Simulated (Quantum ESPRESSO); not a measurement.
pw.x input (Quantum ESPRESSO 7.5; PBEsol, PseudoDojo standard norm-conserving files, scalar-relativistic):

```
&CONTROL
  calculation = 'scf'
  pseudo_dir = './pseudo'
  outdir = './out'
  tprnfor = .true.
  tstress = .true.
/
&SYSTEM
  ibrav = 0
  nat = 2
  ntyp = 2
  ecutwfc = 80.0
  ecutrho = 320.0
  occupations = 'smearing'
  smearing = 'fd'
  degauss = 0.002
  nbnd = 13
/
&ELECTRONS
  conv_thr = 2e-10
/
ATOMIC_SPECIES
P 30.9738 P.upf
Ga 69.7230 Ga.upf
CELL_PARAMETERS angstrom
  0.000000000000   2.719967967000   2.719967967000
  2.719967967000   0.000000000000   2.719967967000
  2.719967967000   2.719967967000   0.000000000000
ATOMIC_POSITIONS crystal
P   0.750000000000   0.750000000000   0.750000000000
Ga   0.000000000000   0.000000000000   0.000000000000
K_POINTS automatic
8 8 8 0 0 0
```

End of the output:

```
     total energy              =    -166.60439945 Ry
     estimated scf accuracy    <       0.00000015 Ry
     total energy              =    -166.60439954 Ry
     estimated scf accuracy    <          9.2E-09 Ry
     total energy              =    -166.60439955 Ry
     estimated scf accuracy    <          2.6E-09 Ry
[...]
     the Fermi energy is     8.3497 ev
!    total energy              =    -166.60439955 Ry
     estimated scf accuracy    <          2.5E-11 Ry
     smearing contrib. (-TS)   =      -0.00000000 Ry
     internal energy E=F+TS    =    -166.60439955 Ry
     The total energy is F=E-TS. E is the sum of the following terms:
     one-electron contribution =     -76.49349023 Ry
     hartree contribution      =      52.08321416 Ry
     xc contribution           =     -45.52914518 Ry
     ewald contribution        =     -96.66497830 Ry
     convergence has been achieved in   8 iterations
     Forces acting on atoms (cartesian axes, Ry/au):
     atom    1 type  1   force =     0.00000000    0.00000000   -0.00000000
     atom    2 type  2   force =     0.00000000    0.00000000    0.00000000
     Total force =     0.000000     Total SCF correction =     0.000000
     Computing stress (Cartesian axis) and pressure
          total   stress  (Ry/bohr**3)                   (kbar)     P=       -0.37
  -0.00000254   0.00000000   0.00000000           -0.37        0.00        0.00
   0.00000000  -0.00000254   0.00000000            0.00       -0.37        0.00
   0.00000000   0.00000000  -0.00000254            0.00        0.00       -0.37
```
In a gapped system the printed Fermi energy is only some level inside the gap.

Spin-orbit coupling is not included.

Geometry relaxed with PBEsol.
